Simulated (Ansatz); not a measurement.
What DFT gives for HfCo$_{3}$B$_{2}$

```
Hf Co B
1.0
     2.51240    4.35160    0.00000
    -2.51240    4.35160    0.00000
     0.00000    0.00000    3.14424
Hf Co B
1 3 2
Direct
  0.00000 0.00000 0.00000
  0.50000 0.50000 0.50000
  0.50000 0.00000 0.50000
  0.00000 0.50000 0.50000
  0.33330 0.33340 0.00000
  0.66660 0.66670 0.00000
```

The numbers come from plane-wave PAW DFT (Ansatz): r2SCAN, no spin polarisation, 500 eV, 8×8×11 Γ-centred k points, fermi-dirac occupations (width 0.1 eV). Nothing was relaxed.

(1) What do density and ELF say about some of the short contacts?

(2) Is there a gap?

(3) What does the stress say?

(4) Which element gives electrons and which takes them?

Origin: a known structure type with other elements, at an estimated volume, so it need not be a known compound. Caveats: no spin polarisation, so a magnetic state may lie lower; atoms or cell far from equilibrium.

## Answers

(1) Co–B at 2.14 Å: least valence density 0.50 e/Å³ and ELF 0.50 there. Co–Co at 2.51 Å: least valence density 0.34 e/Å³ and ELF 0.31 there. Hf–B at 2.90 Å: least valence density 0.18 e/Å³ and ELF 0.12 there. Both are smooth PAW fields, read partly inside the augmentation spheres.

(2) It is a metal, with about 2.3 states/eV a cell as the mean within 0.25 eV of the Fermi level, mostly Co d (70 %) and B p (13 %).

(3) The pressure is -27.2 GPa (compression positive), so with the atoms held at these fractions the cell would first shrink.

(4) Bader charges in e: Hf +1.79, Co -0.25, B -0.52. In the mean Hf gives up most and B takes most.
